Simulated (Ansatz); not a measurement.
## Review of an SCF result for Ni

Ni is taken as a measured crystal structure (space group Fm-3m, primitive cell doubled), 2 atoms in the cell. Source: COD entry 4320504, which need not be the ambient phase.

All numbers below come from DFT, PBE, PAW, plane waves, scalar-relativistic (Ansatz).

```yaml
crystal:
  lattice:
    - [-1.7692, -3.5384, -1.7692]
    - [-1.7692, 0.0, -1.7692]
    - [1.7692, 0.0, -1.7692]
  atoms:
    - { symbol: Ni, position: [0.0, 0.0, 0.0], spin: 2.8 }
    - { symbol: Ni, position: [0.5, 0.0, 0.5], spin: -2.8 }
magnetization:
  spin_polarized: true
hamiltonian:
  xc: pbe
  pseudopotentials: { kind: paw }
basis:
  ecutwfc: 420
kpoints:
  mp_grid: { grid: [8, 14, 11] }
scf:
  occupations: { method: fermi_dirac, width: 0.1 }
  lower_state_search: "off"
output:
  forces: true
  stress: true
```

Wall time and machine: 12 s on 2 threads of AMD EPYC 7R43 64-Core Processor (shared host), peak memory 0.61 GiB.

The end of the output:

```
SCF converged after 22 iterations
Magnetization: 0.0000 μB (18.0000 up, 18.0000 down)
Absolute magnetization: 0.0000 μB (∫|ρ↑−ρ↓|, with the PAW one-centre terms)
Spin contamination: 0.0000 ħ² per cell (⟨S²⟩ above its minimum at these occupations)
Per-site moments (μB) at R_I (Å): [(2.0686e-6, 1.0320), (-2.0686e-6, 1.0320)]
Free energy (F): -11679.420094 eV
Harris-Foulkes:  -11679.420094 eV  (|F-HF|=9.09e-12)
Internal energy: -11679.239299 eV  (E = F + TS)
E sigma→0 (E₀):  -11679.329697 eV
Entropy (-TS):   -0.180795 eV (-90.397 meV/atom)
Fermi energy:    17.604552 eV
--- Forces (eV/Å), atoms counted from 1 ---
  atom   1  Ni     0.00000000     0.00000000     0.00000000
  atom   2  Ni    -0.00000000     0.00000000    -0.00000000
--- Stress (GPa, compression-positive) ---
       -3.761040      -0.000895      -0.047969
       -0.000895      -3.902194      -0.000895
       -0.047969      -0.000895      -3.761040
  P = ⅓ Tr σ = -3.8081 GPa (-38.081 kbar)
```

The mesh has less symmetry than the lattice, which lowers the symmetry of the run.

A small moment in a metal is sensitive to the mesh and the smearing.

Site moments are taken inside atomic spheres and don't add up to the total.

Q: The run converged. Is this the lowest state of the cell, and if not, what lies lower and how is it reached?

A: No. A state 36.6 meV/atom (0.073 eV per cell) lower exists in this cell: ferromagnetic, site moments Ni1 0.66, Ni2 0.66 μB, total 1.25 μB per cell, no gap on the k-mesh. It was reached from: parallel moments, default search for lower states [Ni1 2.00, Ni2 2.00 μB]; the moments in brackets, symmetry off, default search [Ni1 2.00, Ni2 2.00 μB]. The wrong state matters: the pressure is -2.9 GPa there against -3.8 GPa here. This multiple of the primitive cell fits some opposed orders; other multiples fit others. “Lowest” means lowest among the runs made in this cell.
